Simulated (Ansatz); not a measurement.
Data:

VIr₃:
```cif
data_Ir3V
_chemical_formula_sum 'V1 Ir3'
_space_group_name_H-M_alt 'P 1'
_space_group_IT_number 1
_cell_length_a 3.77251
_cell_length_b 3.77251
_cell_length_c 3.77251
_cell_angle_alpha 90.000
_cell_angle_beta 90.000
_cell_angle_gamma 90.000
loop_
_space_group_symop_operation_xyz
  'x, y, z'
loop_
_atom_site_label
_atom_site_type_symbol
_atom_site_fract_x
_atom_site_fract_y
_atom_site_fract_z
_atom_site_occupancy
V1 V 0.00000 0.00000 0.00000 1
Ir1 Ir 0.50000 0.50000 0.00000 1
Ir2 Ir 0.00000 0.50000 0.50000 1
Ir3 Ir 0.50000 0.00000 0.50000 1
```

This is the LDA-relaxed structure.

**Question.** All from plane-wave PAW LDA (Ansatz code), unless another level is named. Predict the Poisson's ratio.

**Answer.** 0.23.

**Question.** What about the highest zone-centre frequency?

**Answer.** 188 cm⁻¹.

Space group Pm-3m (Cu3Au type). The first step of the workflow began from a Materials Project structure, measured or hypothetical; the Crystallography Open Database files this formula in space group No. 221, but the cells were not matched. Its standing as an ambient phase is unchecked. Symmetry was held in the LDA relaxation; whether a distortion lowers the energy is not shown. No spin polarisation was allowed. As this level gives no gap, phonon frequencies hold no LO–TO term and depend on the k-mesh and smearing (Fermi–Dirac, 0.1 eV here). Scalar-relativistic: spin–orbit coupling is off unless named, which matters more the heavier the elements.

Potentials: the later of the program's two PAW sets.
